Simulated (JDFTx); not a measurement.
```yaml
surface: ZrSi2(010), Si outermost, slab composition Zr4Si8
bulk: ZrSi2, Cmcm, lattice of mp-1515 (not re-optimised)
slab: 12 atoms in 10 planes, 1x1, 12.8 Å between the outermost planes
in-plane cell: 3.673 × 3.683 Å, 13.53 Å²
cell_height: 29.3 Å
sampling: 6×6×1 k mesh, Fermi smearing 0.01 Ha, no spin polarisation
```

Whether this polymorph is the ambient one wasn't checked. Neither spin polarisation nor a larger cell was tried.

All numbers are PBE, GBRV ultrasoft potentials, plane waves to 20/100 Ha results from JDFTx (a modified build), not measurements. Liquid: linear PCM (GLSSA13), water, 1 M NaCl; nuclei fixed. Potentials are counted from the potential of zero charge; σ repeats to about 1 %.

```csv
U − U_pzc (V),"σ (μC/cm², per face)"
-0.91,withheld
-0.71,-13.20
-0.35,-8.00
-0.31,-7.36
```

**Question.** Fit σ = C₀x + bx² (x = U − U_pzc) to the other rows by least squares, predict the withheld value, and compare with the run.

**Answer.** The fit gives C₀ (μF/cm²) = 27.4, b (μF/cm²/V) = 12.4, with a root-mean-square miss of 0.05 μC/cm² on its own rows. It predicts -14.7 μC/cm²; the run gives -15.8 μC/cm², a miss of 1.1 μC/cm².
